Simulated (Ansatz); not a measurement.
Fe, DFT, PBEsol, all-electron PAW with datasets made for the crystal, scalar-relativistic (Ansatz 0.2.0), run on 1 thread of Intel(R) Xeon(R) Platinum 8488C (Sapphire Rapids) on a shared host.

Structure from Materials Project entry mp-136 (possibly hypothetical), not relaxed further. The listed cell was then made from it by scaling, straining or moving an atom.

Command: `ansatz run input.yaml --threads 1 --pin off --max-ram 3072MiB --backend cpu --events-out ev --progress --plain --runs-dir out`

```yaml
crystal:
  lattice:
    - [2.4341575853, 0.0, 0.0]
    - [-1.2170787927, 2.1080423057, 0.0]
    - [0.0, 0.0, 3.7266764359]
  atoms:
    - { symbol: Fe, position: [0.3333333333, 0.6666666667, 0.25] }
    - { symbol: Fe, position: [0.6666666667, 0.3333333333, 0.75] }
kpoints:
  mp_grid: { grid: [17, 17, 10] }
scf:
  occupations: { method: fermi_dirac, width: 0.08 }
hamiltonian:
  xc: pbesol
  pseudopotentials: { kind: all_electron, datasets: crystal }
output:
  forces: true
  stress: true
  eigenvalues: true
  efg: { contact_densities: true }
```

(1) How large is the problem that the program sets up?

(2) Estimate the wall time and the peak memory.

(3) And the same cell and mesh by PAW with the default files, asked for forces, stress, eigenvalues, efg, write_density, write_potential, elf, on the same hardware?

## Answers

(1) 198 irreducible k-points, 311 plane waves at Γ, 13 bands.

(2) 25 s of wall time for 9 SCF iterations, with a peak of 0.63 GiB. Times on shared machines scatter by tens of per cent.

(3) 5.6 s, peak memory 0.43 GiB.
